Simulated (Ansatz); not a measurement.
In2Se3 in space group P6_1 (No. 169; Pearson symbol hP30), DFT-PBE in the program Ansatz with PAW potentials, all energies at zero smearing, with the estimated change up to a 700 eV cutoff added, with one set of potentials and settings (totals compare only within such a set). Cell of 30 atoms (12 In, 18 Se): -165633.540 eV.

| element | reference phase | E (eV/atom) |
|---|---|---|
| In | I4/mmm, 1 atoms in the cell | -5597.8481 |
| Se | P3_121, 3 atoms in the cell | -5469.0798 |

Formation energy per atom, worked out: (-165633.540 − 12×(-5597.8481) − 18×(-5469.0798))/30 = -0.531 eV/atom (-51 kJ per mol of atoms), at 0 K, without zero-point energy or fitted corrections.

The workflow started from a Materials Project entry (that database holds measured and hypothetical structures alike); the Crystallography Open Database files this formula in space group No. 169, but the cells were not matched. Its standing as an ambient phase is unchecked. Symmetry was held in the PBE relaxation; whether a distortion lowers the energy is not shown. The references are the lowest solids computed at this level, not always the standard phases.

Potentials: the later of the program's two PAW sets.
